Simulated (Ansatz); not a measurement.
TiB₂:
```
TiB2
1.0
   -1.60131     1.60131     2.99818
    1.60131    -1.60131     2.99818
    1.60131     1.60131    -2.99818
Ti B
1 2
Direct
  0.00000   0.00000   0.00000
  0.36884   0.36884   0.00000
  0.63116   0.63116   0.00000
```

Relaxed with PBE. Special points in fractions of this cell's reciprocal vectors: Γ (0.000, 0.000, 0.000); X (0.000, 0.000, 0.500); P (0.250, 0.250, 0.250); N (0.000, 0.500, 0.000); M (0.500, 0.500, -0.500); S (0.321, 0.679, -0.321); S0 (-0.321, 0.321, 0.321); R (-0.143, 0.143, 0.500); G (0.500, 0.500, -0.143).

List the band energies nearest the Fermi level at these points for DFT-PBE in the program Ansatz with PAW potentials.

In eV from the Fermi level; about four levels below and three above (degenerate sets whole), none deeper than 8.9 eV; points with the same levels are listed once.

| k | below | above |
|---|---|---|
| Γ | -4.12 -0.43 -0.43 -0.07 | 1.90 2.18 2.18 |
| X | -3.29 -1.91 -1.56 -0.54 | 1.27 3.18 4.31 |
| P | -8.45 -3.79 -3.79 -3.27 | 0.46 0.58 0.58 |
| N | -6.44 -2.55 -1.97 -1.67 | 1.58 1.98 3.13 |
| M | -6.73 -0.84 -0.38 -0.38 | 0.37 2.12 2.23 2.23 |
| S | -5.72 -4.68 -1.79 -0.74 | 2.07 2.44 2.46 |
| R | -4.69 -3.83 -2.34 -1.11 | 0.39 1.45 3.02 |

Space group I4/mmm (MoSi2 or CaC2 type). The cell is a constructed one: a structure type filled with these elements; neither database checked (COD, Materials Project) lists it. It is not the phase usual at ambient conditions (space group No. 191). The cell was relaxed with PBE under the symmetry of its start; whether a distortion lowers the energy is not shown. No spin polarisation was allowed.

Potentials: the later of the program's two PAW sets.
